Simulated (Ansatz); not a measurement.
IrRu in space group R-3m (No. 166; Ru on 3b, Ir on 3a) under volume change, plane-wave PAW LDA (Ansatz code), shape and atoms relaxed at each volume.

```csv
V (Å³/atom),E − E(relaxed) (meV/atom),P (GPa)
12.256,158.1,45.82
12.660,66.0,27.80
13.064,15.5,12.67
13.468,0.0,0.00
13.872,(withheld),(withheld)
14.276,52.1,-19.50
14.680,(withheld),(withheld)
```

Task: What belongs in the gaps?

Result: 
- 14.680, E − E(relaxed) (meV/atom): 110.9
- 14.680, P (GPa): -26.90
- 13.872, E − E(relaxed) (meV/atom): 13.8
- 13.872, P (GPa): -10.62

Task: What does a third-order Birch–Murnaghan fit give for V₀, B₀ and B′?

Result: V₀ = 13.47 Å³/atom, B₀ = 386 GPa, B′ = 4.9.

The first step of the workflow began from a Materials Project structure, measured or hypothetical; the Crystallography Open Database copy checked does not list it. With Ru and Ir taken as one species the cell has the higher symmetry Fm-3m, so it may be an ordered model of a mixed-site phase. Whether it is the stable phase at ambient conditions was not checked. Symmetry was held in the LDA relaxation; its stability against distortions is not shown here. The run is not spin-polarised. Scalar-relativistic: spin–orbit coupling is off unless named, which matters more the heavier the elements.

Potentials: the later of the program's two PAW sets.
